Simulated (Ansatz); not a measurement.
SnSeTe as a Janus 1T monolayer, relaxed with r2SCAN in Ansatz 0.2.0. In-plane lattice: a = 3.992 Å, b = 3.992 Å, γ = 120.0°; thickness between the outer nuclei 3.31 Å. Sn is surrounded by 3 Se at 2.77 Å and 3 Te at 2.91 Å; Se is surrounded by 3 Sn at 2.77 Å; Te is surrounded by 3 Sn at 2.91 Å.

The axes x, y and z are those of this cell:
```
CELL_PARAMETERS angstrom
3.99154 0.00000 0.00000
-1.99577 3.45678 0.00000
0.00000 0.00000 30.33730
ATOMIC_POSITIONS crystal
Sn 0.00000 0.00000 0.29925
Se 0.33333 0.66667 0.34991
Te 0.66667 0.33333 0.24083
```
Periodic in the plane only; c spans the vacuum.

Unstrained: With HSE06 the valence top lies at Γ and the conduction bottom at M, 0.414 eV higher; the smallest vertical gap, at M, is 1.072 eV. Meshes: HSE06 6×6×1. Strains are changes of length per length. After each strain the atoms were relaxed again with r2SCAN within the symmetry that the strain leaves, so tilts or polar shifts that break it weren't tested; points keep the names that they have in the unstrained zone. Values at 0 K without nuclear motion; spin polarisation is off, and the phase may be a hypothetical one.

**Question.** Apply uniaxial -1.0 % along x, other directions held. How far does the gap move, against the unstrained cell?

**Answer.** HSE06: the gap goes from 0.414 to 0.246 eV (-0.168 eV).

**Question.** Estimate what in-plane biaxial +1.0 % does to the gap.

**Answer.** HSE06: the gap goes from 0.414 to 0.508 eV (+0.094 eV).

No spin-orbit coupling is included; it can move band edges with weight on the heavy atoms by tenths of an eV.

The meshes of the hybrids are coarse, so their gaps aren't converged to the digits shown.
